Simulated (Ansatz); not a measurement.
A distorted cell of Zr (hcp, Mg type):

```xyz
4
Lattice="6.4632 0.0000 0.0000 -1.6158 2.7986 0.0000 0.0000 0.0000 5.1736" Properties=species:S:1:pos:R:3 pbc="T T T"
Zr     0.0250     1.8225     3.8802
Zr     3.2066     1.9091     3.8802
Zr     1.5908     0.9762     1.2934
Zr     4.8724     0.8896     1.2934
```

These are PBE (plane waves to 420 eV, PAW, scalar-relativistic; Ansatz, an electronic-structure program) values and carry that method's errors. k mesh 17×17×9 (Γ-centred), Fermi-Dirac smearing 0.05 eV. Compression counts positive. With partly filled bands, energies and forces of such displacements shift with the k mesh and the smearing. The PAW data are Ansatz's earlier set. Zr is run without spin polarisation. Zr was relaxed with its symmetry unable to fall.

Question: Predict the force on every atom, in eV/Å.

Answer: 
```json
[
 {"atom": "Zr1", "Fx": "-0.201", "Fy": "0.322", "Fz": "0.000"},
 {"atom": "Zr2", "Fx": "0.178", "Fy": "-0.335", "Fz": "0.000"},
 {"atom": "Zr3", "Fx": "0.201", "Fy": "-0.322", "Fz": "0.000"},
 {"atom": "Zr4", "Fx": "-0.178", "Fy": "0.335", "Fz": "0.000"}
]
```

(A displaced cell: forces are minus the slopes of the energy, force constants its curvatures, and phonons follow from these.)
